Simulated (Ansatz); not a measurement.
ZrGe₂ (space group Cmcm)

```yaml
crystal:
  lattice:
    - [1.89763, -7.45842, 0.00000]
    - [1.89763, 7.45842, 0.00000]
    - [0.00000, 0.00000, 3.76411]
  atoms:
    - { symbol: Zr, position: [0.10453, 0.89547, 0.75000] }
    - { symbol: Zr, position: [0.89547, 0.10453, 0.25000] }
    - { symbol: Ge, position: [0.44046, 0.55954, 0.75000] }
    - { symbol: Ge, position: [0.55954, 0.44046, 0.25000] }
    - { symbol: Ge, position: [0.25024, 0.74976, 0.25000] }
    - { symbol: Ge, position: [0.74976, 0.25024, 0.75000] }
```

Equation-of-state scan: isotropic scaling of the cell above, V₀ being its volume. The atoms relax within the cell's symmetry.

Calculation: PBEsol (plane waves to 420 eV, PAW, scalar-relativistic; Ansatz, a first-principles code). k mesh 13×13×12 (Γ-centred), Fermi-Dirac smearing 0.05 eV. The energy includes the smearing's −TS. ZrGe2 is run without spin polarisation. ZrGe2 was relaxed with its symmetry unable to fall. The zero of ΔE is the relaxed starting cell.

Question: Estimate the ΔE (meV/atom) for V/V₀ = 0.840, 0.872, 0.904, 0.968, 1.032, 1.064, 1.096, 1.128.

Answer: 
```json
[
 {"V/V₀": "0.840", "ΔE (meV/atom)": "233"},
 {"V/V₀": "0.872", "ΔE (meV/atom)": "139"},
 {"V/V₀": "0.904", "ΔE (meV/atom)": "74"},
 {"V/V₀": "0.968", "ΔE (meV/atom)": "7"},
 {"V/V₀": "1.032", "ΔE (meV/atom)": "6"},
 {"V/V₀": "1.064", "ΔE (meV/atom)": "25"},
 {"V/V₀": "1.096", "ΔE (meV/atom)": "52"},
 {"V/V₀": "1.128", "ΔE (meV/atom)": "89"}
]
```

(Under strain, the slope of the energy per volume gives the stress and its curvature an elastic modulus.)
